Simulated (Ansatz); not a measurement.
SnO with Zn replacing Sn: gradients before and after relaxing the atoms

Start: a supercell of SnO (space group P4/nmm) built from a computed structure from the Materials Project (it need not be an observed phase), with all atoms left at the host's positions.

Space group P4mm (No. 99); a = 7.6274, c = 9.7738 Å.

```csv
site,Wyckoff,site symmetry,x,y,z
Zn,1a,4mm,0.0000,0.0000,0.1177
Sn2,1a,4mm,0.0000,0.0000,0.6177
Sn3,2c,2mm.,0.0000,0.5000,0.1177
Sn4,2c,2mm.,0.0000,0.5000,0.6177
Sn7,1b,4mm,0.5000,0.5000,0.1177
Sn8,1b,4mm,0.5000,0.5000,0.6177
Sn9,4d,..m,0.2500,0.7500,0.3823
Sn10,4d,..m,0.2500,0.7500,0.8823
O17,4e,.m.,0.2500,0.0000,0.0000
O18,4e,.m.,0.2500,0.0000,0.5000
O19,4f,.m.,0.2500,0.5000,0.0000
O20,4f,.m.,0.2500,0.5000,0.5000
```

One atom of each set is listed.

Computed with Ansatz: DFT, PBE, plane waves and PAW, scalar-relativistic, 420 eV cutoff, Γ-centred 3×3×2 k-points, Fermi–Dirac smearing 0.01 eV.

The largest force at the start is 1.8 eV/Å. Relaxing the ions at fixed cell moves them by 0.557 Å at most (atom 1, Zn) and 0.106 Å rms.

```tsv
site	moved (Å)	first shell before	first shell after	V_zz before (10²¹ V/m²)	η before
Zn	0.557	4 O at 2.23 Å	4 O at 2.02 Å	2.43	0.00
Sn2	0.060	4 O at 2.23 Å	4 O at 2.24 Å	-17.04	0.00
Sn3	0.055	4 O at 2.23 Å	4 O at 2.23–2.24 Å	-18.71	0.22
Sn4	0.029	4 O at 2.23 Å	4 O at 2.23–2.25 Å	-16.94	0.04
Sn7	0.074	4 O at 2.23 Å	4 O at 2.23 Å	-17.94	0.00
Sn9	0.030	4 O at 2.23 Å	4 O at 2.24 Å	-16.82	0.01
Sn10	0.030	4 O at 2.23 Å	4 O at 2.23 Å	-17.08	0.07
O17	0.025	3 Sn at 2.23 Å, 1 Zn at 2.23 Å	1 Zn at 2.02 Å, 3 Sn at 2.23 Å	2.46	0.86
O18	0.034	4 Sn at 2.23 Å	4 Sn at 2.23–2.24 Å	-0.13	0.10
O20	0.031	4 Sn at 2.23 Å	4 Sn at 2.24–2.25 Å	-0.51	0.50
```

Question: What are V_zz and η after the relaxation?

Answer: 

```csv
site,V_zz after,η after,change of V_zz
Zn,15.01,0.00,+12.58
Sn2,-17.97,0.00,-0.93
Sn3,-17.87,0.01,+0.84
Sn4,-17.41,0.16,-0.47
Sn7,-18.56,0.00,-0.62
Sn9,-17.65,0.03,-0.83
Sn10,-17.05,0.06,+0.03
O17,0.73,0.31,-1.73
O18,0.54,0.70,–
O20,-0.64,0.75,-0.13
```

The largest change of V_zz along a kept axis is on Zn, from 2.43 to 15.01. Where |V_zz| stays above 0.1 and the axes keep their order, η moves most on O17, from 0.86 to 0.31. On O18 the largest principal value lies along another axis in the second run, so the two V_zz can't be compared directly. The table leaves out 2 of the 12 sites, with |V_zz| up to 17.21; their tensors move by 0.33 at most along any direction. The statements above cover all sites. The host's own positions weren't relaxed first, so part of the change far from the defect can be the host's relaxation.

The defect repeats with the cell of 32 atoms, so it feels its images: sites between two images don't show the values beside a lone defect, and zeros or small values of η there can come from the images' arrangement. O and Sn carry a gradient in the pure host already, so the values there aren't the defect's effect alone. Without spin–orbit coupling (the program notes it for Sn) the gradients can shift somewhat, as the gap is small. With a gap of 0.5 eV on this mesh, small gradients can still move by 0.1 × 10²¹ V/m² or more as the k-mesh gets denser.
Before: The neighbours have not yet relaxed around the defect (largest force 1.8 eV/Å), so a real crystal will differ.
After: The relaxation keeps the site symmetry 4mm of the start, so the impurity can move only along its axis; a start off the site could end lower.
